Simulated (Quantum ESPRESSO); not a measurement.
Simulation results for Ge (made-up cell, one site empty), GaSi₆As (made-up cell)

Calculation on a made-up crystal cell, not a measurement: periodic Kohn-Sham density functional theory in plane waves with PseudoDojo standard norm-conserving scalar-relativistic pseudopotentials, each functional with its own files (v0.5 for PBE, v0.4.1 for LDA and PBEsol), no spin polarisation, no spin-orbit coupling, atoms not relaxed, stress positive in tension, energies less a fixed whole-eV offset for each atom's element; levels are Kohn-Sham levels at fractions of this cell's reciprocal vectors, counted from the reference band (half the neutral cell's valence electrons, rounded up) at Gamma; error bars cover cutoff and k-mesh only, not smearing or the files; added strain carries the atoms with the cell, and shear is the tensor component; each bar is the largest change over components, and at least 0.002 eV, 0.002 eV per angstrom or 0.02 GPa; energies are for the whole cell, and the offsets were chosen from early runs and are not element reference energies. Program: Quantum ESPRESSO 7.5.

Settings shared by all entries: lattice type zincblende/diamond; functional pbe; fermi dirac smearing 0.1 eV; scf tolerance 1e-07 eV; electrons removed 0; k mesh 6 x 6 x 6, shifted by half a step.

(1) Ge (made-up cell, one site empty)

```
Ge
1.0
      5.9053    -0.0331    -0.0163
     -0.0331     5.7740     0.0097
     -0.0163     0.0097     5.8682
Ge
7
Direct
  -0.01381 -0.00705 0.00572
  0.48085 0.00105 0.46655
  0.50721 0.49918 -0.00608
  0.24917 0.24589 0.24300
  0.25012 0.74177 0.73973
  0.77569 0.25148 0.74440
  0.73348 0.75625 0.23343
```

* empty site: 2
* cutoff: 1061 eV
* free energy less offsets: -1.262 eV
* smearing term minus ts: -0.07509 eV
* scf iterations: 10
* pressure: -2.242 GPa
* stress xx: 2.846 GPa
* stress yy: 1.641 GPa
* stress zz: 2.24 GPa
* stress yz: 1.338 GPa
* stress xz: -0.9678 GPa
* stress xy: 0.8624 GPa
* fermi level: -0.1265 eV
* reference band: 49
* error bar energy: 0.002479 eV
* error bar stress: 0.02 GPa
* error bar force: 0.002199 eV/Å
* error bar next band up: 0.002 eV
* error bar fermi level: 0.004763 eV
* error bars from: tighter rerun of a related cell

Atoms:
```
atoms element  atom site  atom energy offset (eV)
           Ge          1                    -2430
           Ge          3                    -2430
           Ge          4                    -2430
           Ge          5                    -2430
           Ge          6                    -2430
           Ge          7                    -2430
           Ge          8                    -2430
```

Forces:
```
site  x (eV/Å)  y (eV/Å)  z (eV/Å)
   1    0.9229  -0.01297   -0.5047
   3    0.9517   -0.2823     1.462
   4   -0.2029   -0.5571   -0.5012
   5   -0.5947    0.7402   -0.5342
   6    -0.254   0.08593    0.1588
   7   -0.7739    0.2084   -0.6161
   8   -0.0492   -0.1822    0.5352
```

Levels:
```
level k point  next band up (eV)
        Gamma             0.6144
(1/2,1/2,1/2)            -0.1291
   (0.15,0,0)             0.6254
   (0,0.15,0)             0.5817
   (0,0,0.15)             0.6513
```

(2) Ge (made-up cell, one site empty)

```
Ge
1.0
      5.9053    -0.0331    -0.0163
     -0.0331     5.7740     0.0097
     -0.0163     0.0097     5.8682
Ge
7
Direct
  -0.01381 -0.00705 0.00572
  0.48085 0.00105 0.46655
  0.50721 0.49918 -0.00608
  0.24917 0.24589 0.24300
  0.25012 0.74177 0.73973
  0.77569 0.25148 0.74440
  0.73349 0.75825 0.23343
```

* empty site: 2
* cutoff: 1061 eV
* free energy less offsets: -1.26 eV
* smearing term minus ts: -0.07505 eV
* scf iterations: 11
* pressure: -2.217 GPa
* stress xx: 2.818 GPa
* stress yy: 1.604 GPa
* stress zz: 2.227 GPa
* stress yz: 1.379 GPa
* stress xz: -0.8954 GPa
* stress xy: 0.8916 GPa
* fermi level: -0.1164 eV
* reference band: 49
* error bar energy: 0.002479 eV
* error bar stress: 0.02 GPa
* error bar force: 0.002199 eV/Å
* error bar next band up: 0.002 eV
* error bar fermi level: 0.004763 eV
* error bars from: tighter rerun of this cell

Atoms:
```
atoms element  atom site  atom energy offset (eV)
           Ge          1                    -2430
           Ge          3                    -2430
           Ge          4                    -2430
           Ge          5                    -2430
           Ge          6                    -2430
           Ge          7                    -2430
           Ge          8                    -2430
```

Forces:
```
site  x (eV/Å)  y (eV/Å)  z (eV/Å)
   1    0.9538   0.01693   -0.5278
   3    0.9323   -0.2563     1.483
   4    -0.175   -0.5257   -0.4715
   5   -0.5947    0.7435   -0.5302
   6   -0.2575   0.07736    0.1557
   7   -0.7694    0.2106   -0.6153
   8  -0.08942   -0.2663    0.5062
```

Levels:
```
level k point  next band up (eV)
        Gamma             0.6237
(1/2,1/2,1/2)            -0.1162
   (0.15,0,0)             0.6396
   (0,0.15,0)             0.5855
   (0,0,0.15)             0.6563
```

(3) GaSi₆As (made-up cell)

```
GaSi6As
1.0
      5.4483     0.0219     0.0798
      0.0219     5.4962    -0.0113
      0.0798    -0.0113     5.3693
As Si Ga Si
1 2 1 4
Direct
  0.01597 -0.01119 0.01170
  0.00599 0.49347 0.48822
  0.50249 0.00813 0.49410
  0.49332 0.49836 -0.00088
  0.24816 0.25927 0.25004
  0.26694 0.75430 0.74820
  0.73537 0.24413 0.75091
  0.74594 0.75104 0.24589
```

* cutoff: 1143 eV
* free energy less offsets: -0.1112 eV
* smearing term minus ts: -0.0168 eV
* scf iterations: 10
* pressure: 5.573 GPa
* stress xx: -5.214 GPa
* stress yy: -4.854 GPa
* stress zz: -6.651 GPa
* stress yz: -1.791 GPa
* stress xz: 4.232 GPa
* stress xy: 1.077 GPa
* fermi level: 0.09044 eV
* reference band: 26
* error bar energy: 0.002 eV
* error bar stress: 0.02 GPa
* error bar force: 0.002668 eV/Å
* error bar next band up: 0.002 eV
* error bar fermi level: 0.002 eV
* error bars from: tighter rerun of a related cell

Atoms:
```
atoms element  atom site  atom energy offset (eV)
           As          1                    -2887
           Si          2                     -115
           Si          3                     -115
           Ga          4                    -2080
           Si          5                     -115
           Si          6                     -115
           Si          7                     -115
           Si          8                     -115
```

Forces:
```
site  x (eV/Å)  y (eV/Å)  z (eV/Å)
   1   -0.9107    0.9353   -0.8114
   2     -1.24     1.108     1.602
   3   -0.1878    0.0174  -0.08354
   4     0.501    0.4745   0.05497
   5    0.9398   -0.7462    0.1358
   6   -0.2937    -1.049    -1.175
   7     1.288    0.3712   -0.3608
   8  -0.09738    -1.111    0.6375
```

Levels:
```
level k point  next band up (eV)
        Gamma             0.1621
(1/2,1/2,1/2)            0.02516
   (0.15,0,0)             0.1973
   (0,0.15,0)             0.1515
   (0,0,0.15)               0.11
```

(4) GaSi₆As (made-up cell)

```
GaSi6As
1.0
      5.4483     0.0219     0.0798
      0.0219     5.4962    -0.0113
      0.0798    -0.0113     5.3693
As Si Ga Si
1 2 1 4
Direct
  0.01590 0.00520 0.01173
  0.00599 0.49347 0.48822
  0.50249 0.00813 0.49410
  0.49332 0.49836 -0.00088
  0.24816 0.25927 0.25004
  0.26694 0.75430 0.74820
  0.73537 0.24413 0.75091
  0.74594 0.75104 0.24589
```

* cutoff: 1143 eV
* free energy less offsets: -0.1407 eV
* smearing term minus ts: -0.01699 eV
* scf iterations: 10
* pressure: 5.479 GPa
* stress xx: -5.062 GPa
* stress yy: -4.813 GPa
* stress zz: -6.561 GPa
* stress yz: -1.982 GPa
* stress xz: 3.221 GPa
* stress xy: 0.9382 GPa
* fermi level: 0.09155 eV
* reference band: 26
* error bar energy: 0.002 eV
* error bar stress: 0.02 GPa
* error bar force: 0.002668 eV/Å
* error bar next band up: 0.002 eV
* error bar fermi level: 0.002 eV
* error bars from: tighter rerun of this cell

Atoms:
```
atoms element  atom site  atom energy offset (eV)
           As          1                    -2887
           Si          2                     -115
           Si          3                     -115
           Ga          4                    -2080
           Si          5                     -115
           Si          6                     -115
           Si          7                     -115
           Si          8                     -115
```

Forces:
```
site  x (eV/Å)  y (eV/Å)  z (eV/Å)
   1    -1.094   -0.2803    -1.012
   2    -1.235     1.217       1.6
   3   -0.1827   -0.1215  -0.08466
   4    0.5013    0.5661   0.05099
   5      1.21   -0.3964    0.4195
   6   -0.5344   -0.7492   -0.9172
   7      1.17    0.5652   -0.4679
   8    0.1644   -0.8007    0.4119
```

Levels:
```
level k point  next band up (eV)
        Gamma             0.1855
(1/2,1/2,1/2)            0.02667
   (0.15,0,0)             0.1969
   (0,0.15,0)             0.1443
   (0,0,0.15)             0.1098
```

(5) GaSi₆As (made-up cell)

```
GaSi6As
1.0
      5.4483     0.0219     0.0798
      0.0219     5.4962    -0.0113
      0.0798    -0.0113     5.3693
As Si Ga Si
1 2 1 4
Direct
  0.01589 0.00860 0.01174
  0.00599 0.49347 0.48822
  0.50249 0.00813 0.49410
  0.49332 0.49836 -0.00088
  0.24816 0.25927 0.25004
  0.26694 0.75430 0.74820
  0.73537 0.24413 0.75091
  0.74594 0.75104 0.24589
```

* cutoff: 1143 eV
* free energy less offsets: -0.1331 eV
* smearing term minus ts: -0.01707 eV
* scf iterations: 10
* pressure: 5.481 GPa
* stress xx: -5.064 GPa
* stress yy: -4.803 GPa
* stress zz: -6.575 GPa
* stress yz: -2.026 GPa
* stress xz: 3.011 GPa
* stress xy: 0.9037 GPa
* fermi level: 0.09353 eV
* reference band: 26
* error bar energy: 0.002 eV
* error bar stress: 0.02 GPa
* error bar force: 0.002668 eV/Å
* error bar next band up: 0.002 eV
* error bar fermi level: 0.002 eV
* error bars from: tighter rerun of a related cell

Atoms:
```
atoms element  atom site  atom energy offset (eV)
           As          1                    -2887
           Si          2                     -115
           Si          3                     -115
           Ga          4                    -2080
           Si          5                     -115
           Si          6                     -115
           Si          7                     -115
           Si          8                     -115
```

Forces:
```
site  x (eV/Å)  y (eV/Å)  z (eV/Å)
   1    -1.134    -0.533    -1.058
   2    -1.233     1.239     1.599
   3   -0.1817     -0.15  -0.08498
   4    0.5013    0.5854    0.0502
   5     1.274   -0.3188     0.487
   6   -0.5789   -0.6901   -0.8705
   7     1.141    0.6074   -0.4936
   8    0.2116   -0.7402    0.3708
```

Levels:
```
level k point  next band up (eV)
        Gamma               0.19
(1/2,1/2,1/2)            0.02871
   (0.15,0,0)             0.1973
   (0,0.15,0)             0.1432
   (0,0,0.15)             0.1104
```

(6) GaSi₆As (made-up cell)

```
GaSi6As
1.0
      5.4483     0.0219     0.0798
      0.0219     5.4962    -0.0113
      0.0798    -0.0113     5.3693
As Si Ga Si
1 2 1 4
Direct
  0.01584 0.02183 0.01177
  0.00599 0.49347 0.48822
  0.50249 0.00813 0.49410
  0.49332 0.49836 -0.00088
  0.24816 0.25927 0.25004
  0.26694 0.75430 0.74820
  0.73537 0.24413 0.75091
  0.74594 0.75104 0.24589
```

* cutoff: 1143 eV
* free energy less offsets: -0.05896 eV
* smearing term minus ts: -0.01757 eV
* scf iterations: 10
* pressure: 5.559 GPa
* stress xx: -5.179 GPa
* stress yy: -4.762 GPa
* stress zz: -6.736 GPa
* stress yz: -2.211 GPa
* stress xz: 2.183 GPa
* stress xy: 0.7514 GPa
* fermi level: 0.1052 eV
* reference band: 26
* error bar energy: 0.002 eV
* error bar stress: 0.02 GPa
* error bar force: 0.002668 eV/Å
* error bar next band up: 0.002 eV
* error bar fermi level: 0.002 eV
* error bars from: tighter rerun of a related cell

Atoms:
```
atoms element  atom site  atom energy offset (eV)
           As          1                    -2887
           Si          2                     -115
           Si          3                     -115
           Ga          4                    -2080
           Si          5                     -115
           Si          6                     -115
           Si          7                     -115
           Si          8                     -115
```

Forces:
```
site  x (eV/Å)   y (eV/Å)  z (eV/Å)
   1    -1.304     -1.504    -1.251
   2    -1.226      1.326     1.596
   3   -0.1776     -0.259  -0.08646
   4    0.5009     0.6585   0.04829
   5     1.549  -0.003355    0.7794
   6   -0.7352    -0.4739   -0.7096
   7     1.019     0.7757   -0.6048
   8    0.3736    -0.5202    0.2286
```

Levels:
```
level k point  next band up (eV)
        Gamma             0.2014
(1/2,1/2,1/2)            0.04085
   (0.15,0,0)             0.1993
   (0,0.15,0)             0.1387
   (0,0,0.15)              0.114
```

(7) GaSi₆As (made-up cell)

```
GaSi6As
1.0
      5.4483     0.0219     0.0798
      0.0219     5.4962    -0.0113
      0.0798    -0.0113     5.3693
As Si Ga Si
1 2 1 4
Direct
  0.01581 0.02862 0.01178
  0.00599 0.49347 0.48822
  0.50249 0.00813 0.49410
  0.49332 0.49836 -0.00088
  0.24816 0.25927 0.25004
  0.26694 0.75430 0.74820
  0.73537 0.24413 0.75091
  0.74594 0.75104 0.24589
```

- cutoff: 1143 eV
- free energy less offsets: 0.006247 eV
- smearing term minus ts: -0.01795 eV
- scf iterations: 10
- pressure: 5.642 GPa
- stress xx: -5.304 GPa
- stress yy: -4.738 GPa
- stress zz: -6.883 GPa
- stress yz: -2.314 GPa
- stress xz: 1.749 GPa
- stress xy: 0.6625 GPa
- fermi level: 0.1122 eV
- reference band: 26
- error bar energy: 0.002 eV
- error bar stress: 0.02 GPa
- error bar force: 0.002668 eV/Å
- error bar next band up: 0.002 eV
- error bar fermi level: 0.002 eV
- error bars from: tighter rerun of a related cell

Atoms:
```
atoms element  atom site  atom energy offset (eV)
           As          1                    -2887
           Si          2                     -115
           Si          3                     -115
           Ga          4                    -2080
           Si          5                     -115
           Si          6                     -115
           Si          7                     -115
           Si          8                     -115
```

Forces:
```
site  x (eV/Å)  y (eV/Å)  z (eV/Å)
   1      -1.4    -1.991    -1.361
   2    -1.221     1.369     1.594
   3   -0.1754   -0.3131  -0.08711
   4     0.501    0.6954   0.04752
   5     1.708    0.1653    0.9485
   6   -0.8054   -0.3719   -0.6394
   7    0.9496    0.8636   -0.6688
   8    0.4441   -0.4174    0.1661
```

Levels:
```
level k point  next band up (eV)
        Gamma             0.2007
(1/2,1/2,1/2)            0.04865
   (0.15,0,0)             0.1991
   (0,0.15,0)             0.1352
   (0,0,0.15)             0.1155
```

(8) GaSi₆As (made-up cell)

```
GaSi6As
1.0
      5.4483     0.0219     0.0798
      0.0219     5.4962    -0.0113
      0.0798    -0.0113     5.3693
As Si Ga Si
1 2 1 4
Direct
  0.01580 0.03126 0.01179
  0.00599 0.49347 0.48822
  0.50249 0.00813 0.49410
  0.49332 0.49836 -0.00088
  0.24816 0.25927 0.25004
  0.26694 0.75430 0.74820
  0.73537 0.24413 0.75091
  0.74594 0.75104 0.24589
```

* cutoff: 1143 eV
* free energy less offsets: 0.03648 eV
* smearing term minus ts: -0.01813 eV
* scf iterations: 10
* pressure: 5.681 GPa
* stress xx: -5.364 GPa
* stress yy: -4.729 GPa
* stress zz: -6.952 GPa
* stress yz: -2.355 GPa
* stress xz: 1.578 GPa
* stress xy: 0.626 GPa
* fermi level: 0.1149 eV
* reference band: 26
* error bar energy: 0.002 eV
* error bar stress: 0.02 GPa
* error bar force: 0.002668 eV/Å
* error bar next band up: 0.002 eV
* error bar fermi level: 0.002 eV
* error bars from: tighter rerun of a related cell

Atoms:
```
atoms element  atom site  atom energy offset (eV)
           As          1                    -2887
           Si          2                     -115
           Si          3                     -115
           Ga          4                    -2080
           Si          5                     -115
           Si          6                     -115
           Si          7                     -115
           Si          8                     -115
```

Forces:
```
site  x (eV/Å)  y (eV/Å)  z (eV/Å)
   1     -1.44    -2.178    -1.406
   2     -1.22     1.386     1.594
   3   -0.1745   -0.3337  -0.08734
   4     0.501    0.7096   0.04731
   5     1.773    0.2318     1.018
   6   -0.8309    -0.334   -0.6143
   7    0.9212    0.8978   -0.6948
   8    0.4693   -0.3794    0.1436
```

Levels:
```
level k point  next band up (eV)
        Gamma             0.1989
(1/2,1/2,1/2)            0.05184
   (0.15,0,0)             0.1987
   (0,0.15,0)             0.1335
   (0,0,0.15)              0.116
```
